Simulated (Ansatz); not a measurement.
The start is a generated cell, Rh built in the beta-W structure type. The structure is fully relaxed (lattice and positions, P = 0) with r2SCAN (plane waves to 500 eV, PAW, scalar-relativistic; Ansatz, a quantum-chemistry and plane-wave program). The first steps use a 10×10×10 k-mesh.

Input geometry:
```
Rh
1.0
    4.81941     0.00000     0.00000
    0.00000     4.81941     0.00000
    0.00000     0.00000     4.81941
Rh
8
Direct
  0.25000   0.00000   0.50000
  0.75000   0.00000   0.50000
  0.00000   0.50000   0.25000
  0.00000   0.50000   0.75000
  0.50000   0.25000   0.00000
  0.50000   0.75000   0.00000
  0.00000   0.00000   0.00000
  0.50000   0.50000   0.50000
```

Task: By how much does the energy per atom fall from start to end?

Result: Under 0.01 eV/atom.

Task: Is the relaxed structure metallic? Give its gap.

Result: Zero (metallic).

Task: What does it relax into? Give the structure.

Result: 
Space group Pm-3n (No. 223); a = 4.842 Å, b = 4.842 Å, c = 4.842 Å, α = 90.00°, β = 90.00°, γ = 90.00°

```
atom  site  symmetry       x       y       z
----  ----  --------  ------  ------  ------
Rh      6c     -4m.2  0.0000  0.5000  0.2500
Rh      2a      m-3.  0.0000  0.0000  0.0000
```

The space group stays Pm-3n (No. 223) (the run could not lower it), with 8 atoms in the primitive cell. No spin polarisation in the result.

The run could not lose the symmetry of its start, so the end can be a saddle point.

All atoms sit on sites fixed by symmetry, so only the cell could relax.

The relaxed structure here is a generated cell of Rh: the first start was made by placing the elements on the sites of a structure type, and the end was not matched to a known phase here, so it may be hypothetical. Known forms of Rh include space group No. 225.
